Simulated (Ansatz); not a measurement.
Simulated powder pattern, Cu Kα, λ = 1.54184 Å (kinematic, ideal powder, no thermal factors, no anomalous dispersion; the 30 strongest lines at most, above 1 %, up to 2θ = 90°):

```json
[
 {"2θ (°)": "19.46", "I/Imax (%)": "8.2"},
 {"2θ (°)": "21.04", "I/Imax (%)": "4.1"},
 {"2θ (°)": "22.98", "I/Imax (%)": "87"},
 {"2θ (°)": "31.69", "I/Imax (%)": "33"},
 {"2θ (°)": "33.72", "I/Imax (%)": "8.3"},
 {"2θ (°)": "37.46", "I/Imax (%)": "100"},
 {"2θ (°)": "38.35", "I/Imax (%)": "21"},
 {"2θ (°)": "39.51", "I/Imax (%)": "2.9"},
 {"2θ (°)": "40.09", "I/Imax (%)": "11"},
 {"2θ (°)": "42.84", "I/Imax (%)": "7.7"},
 {"2θ (°)": "49.86", "I/Imax (%)": "15"},
 {"2θ (°)": "51.50", "I/Imax (%)": "3.5"},
 {"2θ (°)": "51.98", "I/Imax (%)": "22"},
 {"2θ (°)": "54.04", "I/Imax (%)": "12"},
 {"2θ (°)": "54.26", "I/Imax (%)": "6.3"},
 {"2θ (°)": "57.76", "I/Imax (%)": "8.9"},
 {"2θ (°)": "60.92", "I/Imax (%)": "8.4"},
 {"2θ (°)": "61.57", "I/Imax (%)": "21"},
 {"2θ (°)": "66.20", "I/Imax (%)": "18"},
 {"2θ (°)": "69.73", "I/Imax (%)": "16"},
 {"2θ (°)": "70.31", "I/Imax (%)": "2.4"},
 {"2θ (°)": "71.08", "I/Imax (%)": "15"},
 {"2θ (°)": "73.20", "I/Imax (%)": "19"},
 {"2θ (°)": "73.39", "I/Imax (%)": "8.2"},
 {"2θ (°)": "75.48", "I/Imax (%)": "4.5"},
 {"2θ (°)": "78.62", "I/Imax (%)": "4.5"},
 {"2θ (°)": "79.76", "I/Imax (%)": "9.1"},
 {"2θ (°)": "82.14", "I/Imax (%)": "12"},
 {"2θ (°)": "85.05", "I/Imax (%)": "1.9"},
 {"2θ (°)": "88.51", "I/Imax (%)": "2.6"}
]
```

The pattern belongs to a structure relaxed with the program Ansatz at the PBE level (PAW).

Which compound is it?
A. SnC, CsCl type
B. CoC6, Amm2 (Pearson symbol oS14)
C. BAs, zinc blende
D. SiB12C2, R-3m (B on 18h, B on 18h, C on 6c, Si on 3b)

D, SiB12C2, R-3m (B on 18h, B on 18h, C on 6c, Si on 3b)

Give the lattice parameters.

a = 5.647 Å, c = 12.665 Å.

The start of the workflow was typed in or built on a structure type; neither database checked (COD, Materials Project) lists it. Its standing as an ambient phase is unchecked. The PBE relaxation kept the symmetry of its start; whether a distortion lowers the energy is not shown.

Potentials: the earlier of the program's two PAW sets.
